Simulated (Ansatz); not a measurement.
## Lattice dynamics of Fe

Fe in a ferromagnetic state, relaxed with LDA.

```
Fe
1.0
    -1.37438    1.37438    1.37438
     1.37438   -1.37438    1.37438
     1.37438    1.37438   -1.37438
Fe
1
Direct
  0.00000 0.00000 0.00000
```

DFT in Ansatz; LDA; Ansatz hand-made PAW at 844 eV; k mesh 8×8×8; Fermi–Dirac smearing of 0.1 eV; collinear spin from start moments 2.2 μB (atoms as listed). Harmonic phonons by finite displacements in cells commensurate with each q, in cm⁻¹; i marks an unstable mode.

Caveats: coarse k mesh.

Question: Give all 3 branches at q = (0.5, -0.5, 0.5) and q = (0, 0, 0.5) (reciprocal cell vectors).

Answer: q = (0.5, -0.5, 0.5): 255 (×3). q = (0, 0, 0.5): 188, 201, 347.

Time of the run on a server CPU (model not recorded), shared host: about 73 s of wall time (2.2 cores busy on average), 0.45 GiB of host memory.
